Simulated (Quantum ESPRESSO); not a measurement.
## Ga2InAlP4 (input and log of a self-consistent run)

A calculation, not a measurement. The program is pw.x of Quantum ESPRESSO 7.5 (plane-wave density functional theory). The cell is made up: 8 atoms on a zincblende/diamond lattice, with randomly drawn elements, strain and displacements, not relaxed. PseudoDojo standard norm-conserving files (v0.5 for PBE, v0.4.1 for LDA and PBEsol) set the functional; there is no spin polarisation, spin-orbit coupling or dispersion term, and the masses in the input are unused placeholders.

Input:

```
&control calculation='scf', pseudo_dir='./dojo.nc.sr.pbe.v0_5.standard.upf', outdir='./o', disk_io='low', tprnfor=.true., tstress=.true. /
&system ibrav=0, nat=8, ntyp=4, nbnd=37, ecutwfc=101.20763327, nosym=.true., tot_charge=0,
 occupations='smearing', smearing='fd', degauss=0.0018374661
/
&electrons conv_thr=7.350e-09, electron_maxstep=60, /
ATOMIC_SPECIES
Al 1.0 Al.upf
Ga 1.0 Ga.upf
In 1.0 In.upf
P 1.0 P.upf
CELL_PARAMETERS angstrom
5.5562 0.0583 -0.0066
0.0583 5.5696 -0.0478
-0.0066 -0.0478 5.4406
ATOMIC_POSITIONS angstrom
Ga -0.0028 -0.0628 -0.0231
In 0.075 2.6987 2.8331
Al 2.8458 0.078 2.6743
Ga 2.7541 2.7724 0.0622
P 1.4081 1.5075 1.3076
P 1.3766 4.1832 4.042
P 4.1753 1.4249 4.1516
P 4.2071 4.2653 1.4738
K_POINTS automatic
6 6 6 1 1 1
```

The log is shortened where brackets say so; the opening notice, blank lines, dates and the lines on written files are dropped, and the path of the files is cut. It prints rydbergs, bohrs and kilobars, and counts compression as positive stress.

```
     Program PWSCF v.7.5
     Parallel version (MPI & OpenMP), running on       4 processor cores
     Number of MPI processes:                 4
     Threads/MPI process:                     1
     [start-up lines left out]
     bravais-lattice index     =            0
     lattice parameter (alat)  =      10.5003  a.u.
     unit-cell volume          =    1135.9633 (a.u.)^3
     number of atoms/cell      =            8
     number of atomic types    =            4
     number of electrons       =        62.00
     number of Kohn-Sham states=           37
     kinetic-energy cutoff     =     101.2076  Ry
     charge density cutoff     =     404.8305  Ry
     scf convergence threshold =      7.3E-09
     mixing beta               =       0.7000
     number of iterations used =            8  plain     mixing
     Exchange-correlation= PBE
                           (   1   4   3   4   0   0   0)
     [axes and pseudopotential details left out]
   Cartesian axes
     site n.     atom                  positions (alat units)
         1        Ga     tau(   1) = (  -0.0005039  -0.0113021  -0.0041573  )
         2        In     tau(   2) = (   0.0134977   0.4856826   0.5098704  )
         3        Al     tau(   3) = (   0.5121560   0.0140376   0.4812913  )
         4        Ga     tau(   4) = (   0.4956529   0.4989463   0.0111941  )
         5        P      tau(   5) = (   0.2534145   0.2713034   0.2353276  )
         6        P      tau(   6) = (   0.2477454   0.7528467   0.7274351  )
         7        P      tau(   7) = (   0.7514249   0.2564380   0.7471597  )
         8        P      tau(   8) = (   0.7571480   0.7676222   0.2652384  )
     number of k points=   108  Fermi-Dirac smearing, width (Ry)=  0.0018
     Number of k-points >= 100: set verbosity='high' to print them.
     Dense  grid:   156237 G-vectors     FFT dimensions: (  72,  72,  72)
     Estimated max dynamical RAM per process >     507.46 MB
     Estimated total dynamical RAM >       1.87 GB
     Initial potential from superposition of free atoms
     starting charge      61.9877, renormalised to      62.0000
     Starting wfcs are   47 randomized atomic wfcs
     total cpu time spent up to now is        7.1 secs
     per-process dynamical memory:   427.4 Mb
     Self-consistent Calculation
     iteration #  1     ecut=   101.21 Ry     beta= 0.70
     Davidson diagonalization with overlap
     ethr =  1.00E-02,  avg # of iterations =  4.0
     Threshold (ethr) on eigenvalues was too large:
     Diagonalizing with lowered threshold
     Davidson diagonalization with overlap
     ethr =  5.78E-04,  avg # of iterations =  2.0
     total cpu time spent up to now is       34.4 secs
     total energy              =    -498.88333877 Ry
     estimated scf accuracy    <       0.36890308 Ry
     iteration #  2     ecut=   101.21 Ry     beta= 0.70
     Davidson diagonalization with overlap
     ethr =  5.95E-04,  avg # of iterations =  2.1
     total cpu time spent up to now is       47.9 secs
     total energy              =    -498.97265494 Ry
     estimated scf accuracy    <       0.07813127 Ry
     iteration #  3     ecut=   101.21 Ry     beta= 0.70
     Davidson diagonalization with overlap
     ethr =  1.26E-04,  avg # of iterations =  5.3
     total cpu time spent up to now is       62.7 secs
     total energy              =    -498.98694034 Ry
     estimated scf accuracy    <       0.00428688 Ry
     iteration #  4     ecut=   101.21 Ry     beta= 0.70
     Davidson diagonalization with overlap
     ethr =  6.91E-06,  avg # of iterations = 11.9
     total cpu time spent up to now is       83.6 secs
     total energy              =    -498.98792447 Ry
     estimated scf accuracy    <       0.00223557 Ry
     iteration #  5     ecut=   101.21 Ry     beta= 0.70
     Davidson diagonalization with overlap
     ethr =  3.61E-06,  avg # of iterations =  2.5
     total cpu time spent up to now is       97.0 secs
     total energy              =    -498.98833462 Ry
     estimated scf accuracy    <       0.00009044 Ry
     iteration #  6     ecut=   101.21 Ry     beta= 0.70
     Davidson diagonalization with overlap
     ethr =  1.46E-07,  avg # of iterations =  3.6
     total cpu time spent up to now is      112.2 secs
     total energy              =    -498.98835791 Ry
     estimated scf accuracy    <       0.00000943 Ry
     iteration #  7     ecut=   101.21 Ry     beta= 0.70
     Davidson diagonalization with overlap
     ethr =  1.52E-08,  avg # of iterations =  3.5
     total cpu time spent up to now is      126.5 secs
     total energy              =    -498.98836065 Ry
     estimated scf accuracy    <       0.00000099 Ry
     iteration #  8     ecut=   101.21 Ry     beta= 0.70
     Davidson diagonalization with overlap
     ethr =  1.60E-09,  avg # of iterations =  3.2
     total cpu time spent up to now is      140.1 secs
     total energy              =    -498.98836094 Ry
     estimated scf accuracy    <       0.00000011 Ry
     iteration #  9     ecut=   101.21 Ry     beta= 0.70
     Davidson diagonalization with overlap
     ethr =  1.76E-10,  avg # of iterations =  3.6
     total cpu time spent up to now is      154.3 secs
     total energy              =    -498.98836098 Ry
     estimated scf accuracy    <       0.00000002 Ry
     iteration # 10     ecut=   101.21 Ry     beta= 0.70
     Davidson diagonalization with overlap
     ethr =  2.91E-11,  avg # of iterations =  2.1
     total cpu time spent up to now is      166.9 secs
     End of self-consistent calculation
     [lines on levels left out]
!    total energy              =    -498.98836098 Ry
     estimated scf accuracy    <          1.5E-09 Ry
     smearing contrib. (-TS)   =      -0.00000000 Ry
     internal energy E=F+TS    =    -498.98836098 Ry
     The total energy is F=E-TS. E is the sum of the following terms:
     one-electron contribution =    -228.31686082 Ry
     hartree contribution      =     157.47730825 Ry
     xc contribution           =    -142.67894706 Ry
     ewald contribution        =    -285.46986136 Ry
     convergence has been achieved in  10 iterations
     Forces acting on atoms (cartesian axes, Ry/au):
     atom    1 type  2   force =    -0.01671606    0.01996916    0.03962516
     atom    2 type  3   force =    -0.04324135    0.00635203   -0.02397311
     atom    3 type  1   force =    -0.05106167    0.02402309    0.03669356
     atom    4 type  2   force =     0.03134870    0.06359216   -0.02153559
     atom    5 type  4   force =     0.01712685   -0.10338751   -0.01575451
     atom    6 type  4   force =     0.10697671    0.05393081    0.03768817
     atom    7 type  4   force =    -0.04632903   -0.04816578    0.02617159
     atom    8 type  4   force =     0.00189586   -0.01631397   -0.07891527
     Total force =     0.231099     Total SCF correction =     0.000078
     Computing stress (Cartesian axis) and pressure
          total   stress  (Ry/bohr**3)                   (kbar)     P=       65.64
   0.00043112  -0.00006930  -0.00019289           63.42      -10.19      -28.37
  -0.00006930   0.00042327   0.00020940          -10.19       62.26       30.80
  -0.00019289   0.00020940   0.00048435          -28.37       30.80       71.25
     init_run     :      6.72s CPU      6.96s WALL (       1 calls)
     electrons    :    159.02s CPU    159.81s WALL (       1 calls)
     forces       :      2.54s CPU      2.57s WALL (       1 calls)
     stress       :      9.02s CPU      9.30s WALL (       1 calls)
     [timing details left out]
     PWSCF        :   2m57.54s CPU   2m58.90s WALL
     JOB DONE.
```

In other units: free energy -6789.083 eV for the cell, pressure 6.56 GPa, largest force component 2.750 eV/Å. This run is the check on a run of the same cell at 1088 eV and a 4 x 4 x 4 mesh: rerunning at 1377 eV and a 6 x 6 x 6 mesh moved values by no more than 0.008 eV in energy, 0.02 GPa in stress and 0.002 eV/Å in force.